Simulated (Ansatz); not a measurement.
## ZnHOF — ¹⁷O NMR of the central transition

Cell: a structure deposited in the COD whose atoms were relaxed with PBE, the cell held.

Space group Pnma (No. 62); a = 10.2280, b = 3.1125, c = 4.7165 Å.

| site | Wyckoff | site symmetry | x | y | z |
| --- | --- | --- | --- | --- | --- |
| Zn | 4c | .m. | 0.1282 | 0.7500 | 0.5249 |
| H | 4c | .m. | 0.9141 | 0.7500 | 0.9036 |
| O | 4c | .m. | 0.4418 | 0.7500 | 0.7952 |
| F | 4c | .m. | 0.1936 | 0.2500 | 0.8020 |

One atom of each set is listed.

Level of theory: DFT, r2SCAN, plane waves and PAW, scalar-relativistic, 500 eV cutoff, Γ-centred 2×7×5 k-points, Fermi–Dirac smearing 0.02 eV (Ansatz 0.2.0).

¹⁷O has I = 5/2 and Q = -25.58 mb (Pyykkö 2018); at 9.4 T its Larmor frequency is ν₀ = 54.3 MHz. Only the quadrupole interaction is simulated: positions count from each site's isotropic chemical shift, and shift anisotropy, dipolar and J coupling are left out.

(1) Give C_Q, η, the quadrupolar product P_Q = |C_Q|(1 + η²/3)^½, the second-order isotropic shift and the breadth of the pattern (static powder) for each O site.

Results:

(1) 

```json
{"site": "O", "first shell": "1 H at 0.98 Å, 3 Zn at 2.03–2.09 Å", "C_Q (MHz)": "-6.26", "η": "0.03", "P_Q (MHz)": "6.26", "δ_QIS (ppm)": "-79.9", "breadth (kHz)": "23.2"}
```

δ_QIS = −(ν_Q²/30ν₀²)[I(I+1) − 3/4](1 + η²/3) × 10⁶ ppm with ν_Q = 3|C_Q|/[2I(2I−1)]; it falls as 1/B₀² in ppm, and the breadth as 1/B₀ in kHz.

At O V_zz points along its shortest bond, to H (within 3°).

The largest force is 0.4 eV/Å, so the atoms aren't at the calculated equilibrium and relaxing them would move these values. The entry's hydrogen positions were far off; the other atoms hardly move on relaxation.
